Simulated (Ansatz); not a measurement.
Task: Zn (hcp (Mg type), P6_3/mmc) is relaxed with DFT-LDA in the program Ansatz with PAW potentials. What lattice parameters of the conventional cell result?

Result: a = 2.549 Å, c = 4.863 Å.

Its a lies over 2 % below tabulated measurements.

Symmetry was held in the LDA relaxation. Axis ratios of metals converge slowly with the k-mesh, so a and c are less sure than the volume.

Potentials: the earlier of the program's two PAW sets.
